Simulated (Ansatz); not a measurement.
The cell below belongs to a search over invented structures; it isn't taken from experiment.

Input and command of a plane-wave DFT calculation in Ansatz:

```yaml
crystal:
  lattice:
    - [6.25444664, 0.0, 0.0]
    - [-0.02748755, 6.29021802, 0.0]
    - [-0.00098932, -0.00244953, 6.34249563]
  atoms:
    - { symbol: Tm, position: [0.001382, 0.9975, 0.000602] }
    - { symbol: Ga, position: [0.58257997, 0.76969099, 0.442083] }
    - { symbol: Ga, position: [0.22909001, 0.55893302, 0.418973] }
    - { symbol: Ga, position: [0.41584301, 0.227734, 0.55319297] }
    - { symbol: Hg, position: [0.76669401, 0.44601899, 0.58071297] }
    - { symbol: Hg, position: [0.442729, 0.58421302, 0.761994] }
    - { symbol: Hg, position: [0.55543798, 0.42231899, 0.23647299] }
    - { symbol: As, position: [0.61949599, 0.25261399, 0.87665898] }
    - { symbol: As, position: [0.75142598, 0.124413, 0.374293] }
    - { symbol: "N", position: [0.75802898, 0.75797302, 0.75027698] }
    - { symbol: "N", position: [0.240392, 0.24699099, 0.24807499] }
    - { symbol: "N", position: [0.27197999, 0.868927, 0.61281598] }
    - { symbol: "N", position: [0.86901897, 0.61743498, 0.27441001] }
basis:
  ecutwfc: 690
kpoints:
  mp_grid: { grid: [2, 2, 2] }
hamiltonian:
  xc: pbe
  pseudopotentials:
    kind: paw
    azcp: { Tm: "pseudopotentials/pbe/nc/lanthanide_3plus/Tm.nc.azcp" }
scf:
  occupations: { method: gaussian, width: 0.15 }
  lower_state_search: "off"
output:
  forces: true
  stress: true
  eigenvalues: true
relax:
  adjacent_minimum: "off"
  f_tol: 0.08
  max_steps: 32
  cell: { stress_tol: 0.8 }
```

```bash
ansatz run input.yaml --threads 1 --pin off --max-ram 2816MiB --backend cpu --events-out ev --progress --plain --runs-dir out
```

Processor: Intel(R) Xeon(R) 6975P-C (Granite Rapids), 1 thread, on a host shared with other jobs.

Question: How long does it run, and how much memory does it take?

Answer: About 7.5 min, peak memory 0.88 GiB. It solves 96 bands at 8 k points (after reduction by symmetry) with about 9989 plane waves (on the last cell), in 207 SCF iterations over 25 ionic steps.

With its 4f electrons in the core of a norm-conserving potential, the lanthanide is trivalent by construction, without f bands, f moments or other valences.
